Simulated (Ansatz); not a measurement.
Trial structure of Zr₃TiC₄, not yet relaxed:

```xyz
8
Lattice="3.4512 0.0000 0.0000 0.0000 3.4512 0.0000 0.0000 0.0000 9.7614" Properties=species:S:1:pos:R:3 pbc="T T T"
Zr    0.0000    0.0000    2.4403
Zr    1.7256    1.7256    4.8807
Zr    0.0000    0.0000    7.3210
Ti    1.7256    1.7256    0.0000
C     0.0000    0.0000    0.0000
C     1.7256    1.7256    2.4403
C     0.0000    0.0000    4.8807
C     1.7256    1.7256    7.3210
```

Method: Ansatz 0.2.0, DFT PBE, scalar-relativistic, plane waves, PAW. Plane waves to 420 eV, a k mesh through Γ of 6×6×2 on the computed 8-atom cell and Gaussian smearing (0.10 eV); no spin polarisation.

The zero of energy is the elements' standard structures at the same level; no fitted shifts are applied.

Question: What does a single point on this coarse mesh give?

Answer: The pressure is -25.5 GPa (the mean over three directions, positive in compression), the largest force is 0.50 eV/Å, and the energy is −0.59 eV/atom against the elements. The shortest distance is 2.44 Å.

Question: Is it a good guess?

Answer: A rough one: relaxing gains about 0.20 eV/atom (the start's value is from the coarse mesh, so the gain is rough) in 9 ionic steps and ends at −0.80 eV/atom on the finer mesh. The symmetry stays P4/mmm (No. 123). The volume per atom shrinks by 14.6 %, from 14.5 to 12.4 Å³. The shortest distance goes from 2.44 Å (Ti–C and Zr–C) to 2.22 Å (Ti–C). Conventional cell: a = 3.280 Å, c = 9.233 Å. Zr on a site of symmetry 4mm is surrounded by 6 C at 2.24–2.37 Å and 4 Ti at 3.23 Å; around Ti lie 6 C at 2.22–2.32 Å and 8 Zr at 3.23 Å; around C on a site of symmetry 4/mmm lie 2 Zr at 2.24 Å and 4 Ti at 2.32 Å; 3 more sites not described.

The last run used a 12×12×4 mesh (in the run's order of axes) for its 8-atom cell and Gaussian smearing of 0.10 eV. The reference form of C is held partly by dispersion forces, which this level lacks. The relaxation can't lower the symmetry of the start, and the grade says only how near the guess is to its own end. A structure relaxed within its symmetry needn't be a true minimum.
